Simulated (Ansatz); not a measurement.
Relaxed TiAl (CuAu type, space group P4/mmm):

```xyz
2
Lattice="2.8243 0.0000 0.0000 0.0000 2.8243 0.0000 0.0000 0.0000 4.0707" Properties=species:S:1:pos:R:3 pbc="T T T"
Al     1.4121     1.4121     2.0354
Ti     0.0000     0.0000     0.0000
```

In each cell atom 2 (Ti, nearest neighbour Ti at 2.824 Å; its periodic images, 2.8 Å or more away, move with it) moves by s·(0.000, 0.000, 1.000) (along Cartesian z), the rest being held.

Level of theory: PBE (plane waves to 420 eV, PAW, scalar-relativistic; Ansatz, an electronic-structure program). k mesh 13×13×9 (Γ-centred), Fermi-Dirac smearing 0.05 eV. The energy includes the smearing's −TS. With partly filled bands, energies and forces of such displacements shift with the k mesh and the smearing. TiAl is run without spin polarisation. TiAl was relaxed with its symmetry unable to fall. ΔE is measured from the undisplaced structure. The last digit holds for this mesh only.

| s (Å) | ΔE (meV/cell) |
|---|---|
| -0.560 | 1007.2 |
| -0.448 | 625.5 |
| -0.336 | withheld |
| -0.224 | 146.0 |
| -0.112 | 35.5 |
| 0.000 | 0.0 |
| 0.112 | 35.5 |
| 0.224 | 146.0 |
| 0.336 | withheld |
| 0.448 | 625.5 |
| 0.560 | 1007.2 |

Task: Fit an even polynomial form (powers 2, 4, 6) to the given rows and predict ΔE at s = -0.336.

Result: Least squares on the 9 given rows: ΔE = (2819)·s² + (1894)·s⁴ + (-2043)·s⁶, in meV/cell with s in Å; root-mean-square residual 0.09 meV/cell. At -0.336 the fit gives 339.5 meV/cell; the calculation gives 340.5 meV/cell, so the interpolation is off by -1.0 (-0.3 %). The quadratic term alone would give 318.3 meV/cell.

(A displaced cell: forces are minus the slopes of the energy, force constants its curvatures, and phonons follow from these.)
